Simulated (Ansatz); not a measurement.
BaTiO$_{3}$:
```xyz
5
Lattice="4.0193 0.0000 0.0000 0.0000 4.0193 0.0000 0.0000 0.0000 4.0193" Properties=species:S:1:pos:R:3 pbc="T T T"
Ba     2.0097     2.0097     2.0097
Ti     0.0000     0.0000     0.0000
O      0.0000     2.0097     0.0000
O      2.0097     0.0000     0.0000
O      0.0000     0.0000     2.0097
```

Relaxed with PBE.

Q: Give the Bader charges and basin volumes of the independent atoms, the program Ansatz at the PBE level (PAW).

A: 

```json
[
 {"atom": "Ba1", "Bader charge (e)": "+1.54", "Bader volume (Å³)": "20.6"},
 {"atom": "Ti2", "Bader charge (e)": "+2.22", "Bader volume (Å³)": "7.3"},
 {"atom": "O3", "Bader charge (e)": "-1.25", "Bader volume (Å³)": "12.4"}
]
```

Space group Pm-3m (cubic perovskite). This is a known high-temperature phase of the composition, computed here at zero pressure and temperature. The PBE relaxation kept the symmetry of its start. At this level the phase is dynamically unstable (imaginary phonons). No spin polarisation was allowed. Scalar-relativistic: spin–orbit coupling is off unless named, which matters more the heavier the elements.

Potentials: the later of the program's two PAW sets.
